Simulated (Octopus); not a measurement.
# TiTe$_{2}$ (P-3m1, No. 164): Octopus summary

TiTe₂ (P-3m1, No. 164):
```
CELL_PARAMETERS angstrom
      3.82421     0.00000     0.00000
     -1.91210     3.31186     0.00000
      0.00000     0.00000     6.71825
ATOMIC_POSITIONS crystal
  Ti 0.00000 0.00000 0.00000
  Te 0.66667 0.33333 0.74983
  Te 0.33333 0.66667 0.25017
```
The cell is a database entry, not relaxed again. Its spacing of the layers comes from a density-functional relaxation and may be several per cent too wide, which shifts gaps by tenths of an eV.

Level: LDA. Code: Octopus 16.4. Numerical set-up: grid spacing about 0.16 Å, Γ-centred 12×12×4 k-mesh, Fermi-Dirac smearing of 0.1 eV, no spin polarisation; PseudoDojo 0.4 LDA potentials. Spin-orbit coupling is left out.

Problem. What band gap does LDA give on the standard high-symmetry path?

Solution. none: the highest band that would be full and the next one overlap by 0.6 eV.
